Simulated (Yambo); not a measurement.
# K₂PtC₂: sweep of GW parameters

G0W0@PBEsol for K2PtC2 (space group P-3m1, No. 164) in Yambo. Reference settings: 3×3×2 Γ-centred k mesh, bands 9 to 258 and a 6 Ry block in the screening, 258 bands in G with the Bruneval-Gonze terminator, plasmon pole fitted at 27.2 eV. The PBEsol gap A → (0, 0.333, -0.5) on this mesh is 0.90 eV; G0W0 gaps are taken between the same points.

```
change from the reference       G0W0 gap A → (0, 0.333, -0.5) (eV)  shift of the valence edge (eV)
------------------------------  ----------------------------------  ------------------------------
reference settings                                            1.67                           -0.32
108 bands in W, 108 bands in G                                1.73                           -0.03
172 bands in G                                                1.66                           -0.28
108 bands in G                                                1.69                           -0.22
1 Ry block                                                    1.64                           -0.15
3 Ry block                                                    1.57                           -0.18
pole fitted at 55 eV                                          1.67                           -0.37
108 bands in G, no terminator                                 1.42                            0.50
```

The reference isn't shown to be the converged limit. The mesh misses a band edge: along a dense path the PBEsol gap is 0.59 eV against 0.90 eV on the mesh.

Spin-orbit coupling is included.

Geometry of the Materials Project entry, not relaxed at this level; primitive cell a = b = 5.138 Å, c = 5.195 Å, α = β = 90.00°, γ = 120.00°.

The structure is a Materials Project entry; no match was found in the copy of COD used, and its stability was not checked.

A shift is the quasiparticle energy of the state minus its PBEsol energy.
